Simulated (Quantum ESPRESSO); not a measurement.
```cif
data_H3CaRb
_chemical_formula_sum 'H3 Ca1 Rb1'
_space_group_name_H-M_alt 'P 1'
_space_group_IT_number 1
_cell_length_a 4.52097
_cell_length_b 4.52097
_cell_length_c 4.52097
_cell_angle_alpha 90.000
_cell_angle_beta 90.000
_cell_angle_gamma 90.000
loop_
_space_group_symop_operation_xyz
  'x, y, z'
loop_
_atom_site_label
_atom_site_type_symbol
_atom_site_fract_x
_atom_site_fract_y
_atom_site_fract_z
_atom_site_occupancy
H1 H 0.50000 0.00000 0.50000 1
H2 H 0.00000 0.50000 0.50000 1
H3 H 0.50000 0.50000 0.00000 1
Ca1 Ca 0.50000 0.50000 0.50000 1
Rb1 Rb 0.00000 0.00000 0.00000 1
```

The geometry is that of Materials Project entry mp-23949, symmetrised and not relaxed again.

What does PBEsol (Quantum ESPRESSO, PseudoDojo norm-conserving, 72 Ry, with spin-orbit coupling) give for the electronic structure near the Fermi level?

The PBEsol gap is direct, 3.07 eV at M. The cell is held in this high symmetry; tilts and polar distortions were not searched.
